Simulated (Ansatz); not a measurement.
Rb3InF6:
Space group Fm-3m (No. 225); a = 9.3591 Å, b = 9.3591 Å, c = 9.3591 Å, α = 90.00°, β = 90.00°, γ = 90.00°

| atom | site | symmetry | x | y | z |
|---|---|---|---|---|---|
| Rb | 8c | -43m | 0.2500 | 0.2500 | 0.2500 |
| Rb | 4b | m-3m | 0.5000 | 0.5000 | 0.5000 |
| In | 4a | m-3m | 0.0000 | 0.0000 | 0.0000 |
| F | 24e | 4m.m | 0.0000 | 0.0000 | 0.2213 |
(The calculation used a cell of 10 atoms; values per cell refer to that cell.)

Relaxed with r²SCAN. r²SCAN (plane waves, PAW; program Ansatz) gives a gap of 5.99 eV.

What gap does HSE06 give on the same cell (Ansatz, PAW)?

7.19 eV, 1.20 eV more. The hybrid was solved on a coarser mesh and at special points; its gap is the smallest among all of these.

```
k  v1 r²SCAN  c1 r²SCAN  v1 HSE06  c1 HSE06
-  ---------  ---------  --------  --------
Γ      -0.31       5.99     -0.42      7.19
X      -0.31       7.57       ___       ___
L       0.00       7.48       ___       ___
W      -0.13       7.68       ___       ___
K      -0.16       7.64       ___       ___
```

Top valence (v1) and lowest conduction level (c1) in eV from each method's valence maximum (which need not be a listed point): supply the withheld HSE06 values.


- K, v1 HSE06: -0.18
- K, c1 HSE06: 8.98
- L, v1 HSE06: 0.00
- L, c1 HSE06: 8.77
- W, v1 HSE06: -0.14
- W, c1 HSE06: 9.03
- X, v1 HSE06: -0.42
- X, c1 HSE06: 8.91

Cost on shared cores: the r²SCAN run (SCF on a 5×5×5 mesh, then bands and DOS) roughly 2.2 core-minutes, the HSE06 run (SCF on 3×3×3, then a few points) around 3 core-minutes (rough); the tasks are unlike.

The workflow started from a Materials Project entry (that database holds measured and hypothetical structures alike); the Crystallography Open Database copy checked does not list it. Its standing as an ambient phase is unchecked. The r²SCAN relaxation kept the symmetry of its start; whether a distortion lowers the energy is not shown. Spin–orbit coupling is left out wherever it is not named.

Potentials: the later of the program's two PAW sets.
